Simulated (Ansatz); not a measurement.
Relaxed-ion elastic tensor of MoRh in space group P-6m2 (No. 187; Mo on 1b, Rh on 1c) in GPa (Voigt order), the program Ansatz at the PBEsol level (PAW); density 11.54 g/cm³, 14.30 Å³ per atom.

```
 419   247   183   0.0   0.0   0.0
 247   419   183   0.0   0.0   0.0
 183   183   540   0.0   0.0   0.0
 0.0   0.0   0.0   142   0.0   0.0
 0.0   0.0   0.0   0.0   142   0.0
 0.0   0.0   0.0   0.0   0.0  85.9
```

### Question
Is the crystal mechanically stable?

### Answer
Yes: the smallest eigenvalue of C is 85.9 GPa.

### Question
Work out the Voigt, Reuss and Hill averages.

### Answer
K_V = 289, K_R = 288, K_H = 289; G_V = 125, G_R = 115, G_H = 120 GPa.

### Question
Give Young's modulus, Poisson's ratio, Pugh's ratio and the universal anisotropy index.

### Answer
E = 9KG/(3K + G) = 316 GPa; ν = 0.32; K/G = 2.40 (ductile by the Pugh limit of 1.75); A_U = 5G_V/G_R + K_V/K_R − 6 = 0.41.

### Question
Estimate the sound speeds and the Debye temperature.

### Answer
v_l = √((K + 4G/3)/ρ) = 6240 m/s, v_t = √(G/ρ) = 3230 m/s, mean 3610 m/s; Θ = (h/k)(3n/4πV)^(1/3) v_m = 443 K.

### Question
Solve the Christoffel equation for the three sound speeds along x, y, z.

### Answer
Eigenvalues of C_ijkl n_j n_l equal ρv². In km/s, slowest first: x 2.73, 3.50, 6.02; y 2.73, 3.50, 6.02; z 3.50, 3.50, 6.84.

### Question
How much does each axis shrink under pressure?

### Answer
Linear compressibilities β_i = Σ_j S_ij (j = 1 to 3): x 1.2, y 1.2, z 1.0 per TPa.

The workflow started from a Materials Project entry (that database holds measured and hypothetical structures alike); the Crystallography Open Database copy checked does not list it. With Mo and Rh taken as one species the cell has the higher symmetry P6_3/mmc, so it may be an ordered model of a mixed-site phase. Whether it is the stable phase at ambient conditions was not checked. The cell was relaxed with PBEsol under the symmetry of its start; its stability against distortions is not shown here. No spin polarisation was allowed. As this level gives no gap, shear constants depend on the k-mesh and smearing (Fermi–Dirac, 0.1 eV here).

Potentials: the later of the program's two PAW sets.
